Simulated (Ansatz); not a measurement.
PbS:
Space group F-43m (No. 216); a = b = c = 6.543 Å, α = β = γ = 90.00°

| atom | site | symmetry | x | y | z |
|---|---|---|---|---|---|
| S | 4d | -43m | 0.7500 | 0.7500 | 0.7500 |
| Pb | 4a | -43m | 0.0000 | 0.0000 | 0.0000 |
(The calculation used a cell of 2 atoms; values per cell refer to that cell.)

Relaxed with PBEsol.

Q: Give the optical modes at the zone centre with their infrared activity from DFPT, PBEsol (plane waves, PAW; program Ansatz).

A: Transverse frequencies, without the LO–TO term; a row sums one degenerate level.

```json
[
 {"ω (cm⁻¹)": "178", "degeneracy": "3", "IR ((D/Å)²/amu)": "13.63", "activity": "IR", "symmetry": "T2"}
]
```

Q: How high does the top mode go among those that the LO–TO term moves?

A: 224 cm⁻¹ for q along x.

The start of the workflow was typed in or built on a structure type; neither database checked (COD, Materials Project) lists it. It is not the phase usual at ambient conditions (space group No. 225). Symmetry was held in the PBEsol relaxation. At this level the phase is mechanically unstable. Scalar-relativistic: spin–orbit coupling is off unless named, which matters more the heavier the elements.

Potentials: the later of the program's two PAW sets.
